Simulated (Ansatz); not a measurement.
AlRu (CsCl type, space group No. 221) at seven volumes, plane-wave PAW PBE (Ansatz code), scaled uniformly. One row is withheld.

```
V (Å³/atom)  P (GPa)
-----------  -------
12.334         23.61
12.740         14.44
13.147          6.64
13.554          0.01
13.960         -5.62
14.367             ?
14.773        -14.47
```

Fit the shown pressures and predict the withheld one.

P = (3/2)B₀(x^(7/2) − x^(5/2))[1 + (3/4)(B′ − 4)(x − 1)] with x = (V₀/V)^(2/3). Least squares on the six rows gives V₀ = 13.555 Å³/atom, B₀ = 203 GPa, B′ = 4.40. At V = 14.367, x = 0.9620 and P = -10.39 GPa. The run itself gave -10.41 GPa.

Space group Pm-3m (CsCl type). The cell was relaxed with PBE under the symmetry of its start; phonons on a q-mesh show no instability. No spin polarisation was allowed.

Potentials: the later of the program's two PAW sets.
